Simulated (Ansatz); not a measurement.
This guess for Al₂Ni is about to be relaxed.

```cif
data_structure
_symmetry_space_group_name_H-M 'P-3m1'
_symmetry_Int_Tables_number 164
_cell_length_a 2.6899
_cell_length_b 2.6899
_cell_length_c 6.5890
_cell_angle_alpha 90.000
_cell_angle_beta 90.000
_cell_angle_gamma 120.000
_cell_volume 41.29
loop_
_atom_site_label
_atom_site_type_symbol
_atom_site_symmetry_multiplicity
_atom_site_Wyckoff_symbol
_atom_site_fract_x
_atom_site_fract_y
_atom_site_fract_z
_atom_site_occupancy
Al1 Al 2 d 0.66667 0.33333 0.83333 1
Ni1 Ni 1 b 0.00000 0.00000 0.50000 1
```

These are results of DFT PBE, scalar-relativistic, plane waves, PAW in Ansatz, not measurements. Cutoff 420 eV, Gaussian smearing, Γ-centred meshes. Cell and atoms relax first on a coarse mesh and then on a finer one. In between, the cell is made exact in the group found at 0.06 Å. In metals the finer mesh still leaves noise of several meV/atom or more. The steps can't lower the symmetry of their start. Collinear spin, starting moments Ni 2.0 μB; they died out on the coarse mesh, so the last step has no spin.

A guess keeps its type if space group and coordination stay and the shape of the cell changes little (axis ratios within about 15 %, angles within 6°); the volume may change.

**Question.** Will the relaxed cell still be of the starting type?

**Answer.** It keeps its type. The symmetry stays P-3m1 (No. 164). The volume per atom grows by 0.9 %, from 13.8 to 13.9 Å³. The shortest distance goes from 2.69 Å (Al–Ni, Al–Al and Ni–Ni) to 2.48 Å (Al–Ni). The ratio c/a of the conventional cell changes by a factor of 0.89. Counting neighbours within 15 % of an atom's shortest distance, the start has Al 12, Ni 12 and the end Al 12, Ni 12.

Formation energies are uncorrected and refer to the elements' standard structures at the same level.

**Question.** At what energy does it end?

**Answer.** −0.30 eV/atom. A negative formation energy is needed for stability but isn't enough: competing phases decide.

The last run used an 18×18×8 mesh (in the run's order of axes) for its 3-atom cell and Gaussian smearing of 0.10 eV. Trial moments died out on the coarse mesh, so the last step has no spin; another magnetic start might hold. Symmetry constrained the relaxation, so the result can be a saddle point.
